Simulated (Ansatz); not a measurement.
## TaTl$_{3}$Ag$_{3}$: relaxed-ion elastic tensor

Method: DFT PBE, scalar-relativistic, plane waves, PAW in Ansatz. Plane waves to 420 eV; Γ-centred k mesh 6×6×8; Gaussian smearing of 0.10 eV. No spin polarisation.

The cell, relaxed at this level:
```yaml
crystal:
  lattice:
    - [6.22368, 0.00000, 0.00000]
    - [-3.11184, 5.38987, 0.00000]
    - [0.00000, 0.00000, 4.81079]
  atoms:
    - { symbol: Ta, position: [0.66667, 0.33333, 0.50000] }
    - { symbol: Tl, position: [0.16954, 0.83046, 0.50000] }
    - { symbol: Tl, position: [0.16954, 0.33907, 0.50000] }
    - { symbol: Tl, position: [0.66093, 0.83046, 0.50000] }
    - { symbol: Ag, position: [0.82179, 0.17821, 0.00000] }
    - { symbol: Ag, position: [0.82179, 0.64358, 0.00000] }
    - { symbol: Ag, position: [0.35642, 0.17821, 0.00000] }
```

It was reached by relaxing an invented guess, and it needn't be the stable form of this composition. In a metal, frequencies and elastic constants depend on the k mesh and the smearing, soft modes and shear constants most. Spin–orbit coupling is left out, which matters for heavy elements.

Question: Give the relaxed-ion elastic constants (GPa, Voigt order xx yy zz yz xz xy, on the Cartesian axes of the cell above).

Answer:
```
 94.2  53.5  39.2   0.0   0.0   0.0
 53.5  94.2  39.2   0.0   0.0   0.0
 39.1  39.1 124.2   0.0   0.0   0.0
  0.0   0.0   0.0  21.9   0.0   0.0
  0.0   0.0   0.0   0.0  21.9   0.0
  0.0   0.0   0.0   0.0   0.0  20.4
```

Question: Is the crystal stable against homogeneous strain?

Answer: Yes: the least eigenvalue of the tensor is 20.4 GPa.

Question: And the moduli of a polycrystal (Hill averages)?

Answer: B = 64 GPa, G = 24 GPa, E = 64 GPa, ν = 0.33.
